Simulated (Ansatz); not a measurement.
SbTeOs in space group P2_1/c (No. 14; Sb on 4e, Te on 4e, Os on 4e) at seven volumes, PBEsol (plane waves, PAW; program Ansatz), shape and atoms relaxed at each. One row is withheld.

| V (Å³/atom) | P (GPa) |
|---|---|
| 20.061 | 15.98 |
| 20.722 | 9.69 |
| 21.384 | 4.42 |
| 22.045 | 0.00 |
| 22.707 | -3.70 |
| 23.368 | -6.80 |
| 24.029 | ? |

**Question.** Fit the shown pressures and predict the withheld one.

**Answer.** P = (3/2)B₀(x^(7/2) − x^(5/2))[1 + (3/4)(B′ − 4)(x − 1)] with x = (V₀/V)^(2/3). Least squares on the six rows gives V₀ = 22.046 Å³/atom, B₀ = 135 GPa, B′ = 4.87. At V = 24.029, x = 0.9442 and P = -9.43 GPa. The run itself gave -9.37 GPa.

The first step of the workflow began from a Materials Project structure, measured or hypothetical; the Crystallography Open Database copy checked does not list it. Whether it is the stable phase at ambient conditions was not checked. Symmetry was held in the PBEsol relaxation; its stability against distortions is not shown here. No spin polarisation was allowed. Spin–orbit coupling is left out wherever it is not named.

Potentials: the later of the program's two PAW sets.
